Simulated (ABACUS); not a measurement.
## Parameter sweep on MoS2 (P6_3/mmc, 6 atoms in the cell; from Materials Project mp-1018809, lattice scaled a little)

```
CELL_PARAMETERS angstrom
      3.21474     0.00000     0.00000
     -1.60737     2.78404     0.00000
      0.00000     0.00000    13.29963
ATOMIC_POSITIONS crystal
  Mo 0.00000 0.00000 0.25000
  Mo 0.00000 0.00000 0.75000
  S  0.33333 0.66667 0.36774
  S  0.66667 0.33333 0.63226
  S  0.66667 0.33333 0.86774
  S  0.33333 0.66667 0.13226
```

Base run A: PBE, PseudoDojo 0.5 standard norm-conserving PBE (tails mended) pseudopotentials in ABACUS 3.10.1, self-consistent single point.

Its settings: KPT = Gamma 8 8 2 0 0 0; basis_type = pw; ecutwfc = 80 Ry; smearing_method = gaussian; smearing_sigma = 0.000734986 Ry; potentials = PseudoDojo 0.5 standard norm-conserving PBE (tails mended); symmetry = 1; symmetry_prec = 1e-05; ks_solver = dav_subspace; scf_nmax = 100; scf_thr = 1.0e-09 Ry; mixing_type = broyden.

The structure comes from a collection of computed structures, made at another level of theory; the collection holds predicted forms beside known ones. Its lattice was then scaled.

ΔF is the free energy per atom less that of run A. 

Run A gave: pressure (GPa) -2.24; largest force (eV/Å) 0.261.

Runs:
- B: lattice vector c scaled by 0.98
- C: lattice vector c scaled by 0.99
- D: lattice vector c scaled by 1.01
- E: lattice vector c scaled by 1.02

**Question.** What does run E change against A?

**Answer.** The free energy rises by 9.3 meV/atom, the pressure goes from -2.24 to -4.71 GPa and the largest force goes from 0.261 to 0.787 eV/Å.

**Question.** What does run C change against A?

**Answer.** The free energy stays essentially unchanged (within 1 meV/atom), the pressure goes from -2.24 to -0.90 GPa and the largest force goes from 0.261 to 0.019 eV/Å.

**Question.** What does run B change against A?

**Answer.** The free energy rises by 2.6 meV/atom, the pressure goes from -2.24 to 0.52 GPa and the largest force goes from 0.261 to 0.311 eV/Å.

```json
[
 {"run": "A", "ΔF (meV/atom)": "0.00", "pressure (GPa)": "-2.24", "largest force (eV/Å)": "0.261"},
 {"run": "B", "ΔF (meV/atom)": "2.6", "pressure (GPa)": "0.52", "largest force (eV/Å)": "0.311"},
 {"run": "C", "ΔF (meV/atom)": "-0.26", "pressure (GPa)": "-0.90", "largest force (eV/Å)": "0.019"},
 {"run": "D", "ΔF (meV/atom)": "3.2", "pressure (GPa)": "-3.51", "largest force (eV/Å)": "0.529"},
 {"run": "E", "ΔF (meV/atom)": "9.3", "pressure (GPa)": "-4.71", "largest force (eV/Å)": "0.787"}
]
```

“Tails mended”: in these copies of the files the far tail of each local potential was reset to the Coulomb form.
